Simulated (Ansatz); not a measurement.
**Notes on Sb2Ru**

```
Ru Sb
1.0
     5.21113    0.00000    0.00000
     0.00000    6.35194    0.00000
     0.00000    0.00000    3.86166
Ru Sb
2 4
Direct
  0.00000 0.00000 0.00000
  0.50000 0.50000 0.50000
  0.21890 0.35930 0.00000
  0.78110 0.64070 0.00000
  0.71890 0.14070 0.50000
  0.28110 0.85930 0.50000
```

The numbers come from plane-wave PAW DFT (Ansatz): r2SCAN, with U_eff = 2.05 eV on Ru d (all-electron-ortho-atomic projectors), no spin polarisation, 500 eV, 7×6×9 Γ-centred k points, fermi-dirac occupations (width 0.0692 eV). Nothing was relaxed.

- Electronic structure: It is a metal, with about 4.6 states/eV a cell as the mean within 0.25 eV of the Fermi level, mostly Sb p (58 %) and Ru d (35 %).
- Contacts: Ru–Sb at 2.55 Å: least valence density 0.52 e/Å³ and ELF 0.41 there. Sb–Sb at 2.90 Å: least valence density 0.35 e/Å³ and ELF 0.66 there. These are pseudo-fields; inside the PAW spheres they differ from the all-electron ones.
- Charges: Bader charges in e: Sb +0.36, Ru -0.71. In the mean Sb gives up most and Ru takes most.
- Stress: The pressure is 8.5 GPa (compression positive), so with the atoms held at these fractions the cell would first expand. The principal stresses 1.3, 9.6, 14.6 GPa differ, so its shape would change too.

Origin: a known structure type with other elements, at an estimated volume, so it need not be a known compound. Caveats: a Hubbard term without moments, so a magnetic state may lie lower.
